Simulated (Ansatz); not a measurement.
BN:
```cif
data_B6N6
_chemical_formula_sum 'B6 N6'
_space_group_name_H-M_alt 'P 1'
_space_group_IT_number 1
_cell_length_a 4.42046
_cell_length_b 4.42046
_cell_length_c 4.42046
_cell_angle_alpha 90.000
_cell_angle_beta 90.000
_cell_angle_gamma 90.000
loop_
_space_group_symop_operation_xyz
  'x, y, z'
loop_
_atom_site_label
_atom_site_type_symbol
_atom_site_fract_x
_atom_site_fract_y
_atom_site_fract_z
_atom_site_occupancy
B1 B 0.25000 0.00000 0.50000 1
B2 B 0.50000 0.25000 0.00000 1
B3 B 0.50000 0.75000 0.00000 1
B4 B 0.75000 0.00000 0.50000 1
B5 B 0.00000 0.50000 0.75000 1
B6 B 0.00000 0.50000 0.25000 1
N1 N 0.25000 0.50000 0.00000 1
N2 N 0.00000 0.25000 0.50000 1
N3 N 0.00000 0.75000 0.50000 1
N4 N 0.75000 0.50000 0.00000 1
N5 N 0.50000 0.00000 0.75000 1
N6 N 0.50000 0.00000 0.25000 1
```

Relaxed with r²SCAN. Plane-wave PAW r²SCAN (Ansatz code) gives a gap of 4.76 eV.

Task: What gap does HSE06 give on the same cell (Ansatz, PAW)?

Result: 5.88 eV, 1.11 eV more. The hybrid was solved on a coarser mesh and at special points; its gap is the smallest among all of these.

```
k  v1 r²SCAN  c1 r²SCAN  v1 HSE06  c1 HSE06
-  ---------  ---------  --------  --------
Γ       0.00       6.33         …         …
R      -3.25       8.85     -3.27      9.91
M      -0.70       6.86         …         …
X      -0.60       4.86         …         …
```

Task: Top valence (v1) and lowest conduction level (c1) in eV from each method's valence maximum (which need not be a listed point): supply the withheld HSE06 values.

Result: 
- X, v1 HSE06: -0.65
- X, c1 HSE06: 5.96
- M, v1 HSE06: -0.75
- M, c1 HSE06: 8.04
- Γ, v1 HSE06: 0.00
- Γ, c1 HSE06: 7.59

Cost on shared cores: the r²SCAN run (SCF on a 6×6×6 mesh, then bands and DOS) around 2.0 core-minutes (rough), the HSE06 run (SCF on 4×4×4, then a few points) roughly 5 core-minutes; the tasks are unlike.

Space group Pm-3n. The start of the workflow was typed in or built on a structure type; neither database checked (COD, Materials Project) lists it. It is not the phase usual at ambient conditions (space group No. 186, 194, 216). The cell was relaxed with r²SCAN under the symmetry of its start; whether a distortion lowers the energy is not shown.

Potentials: the later of the program's two PAW sets.
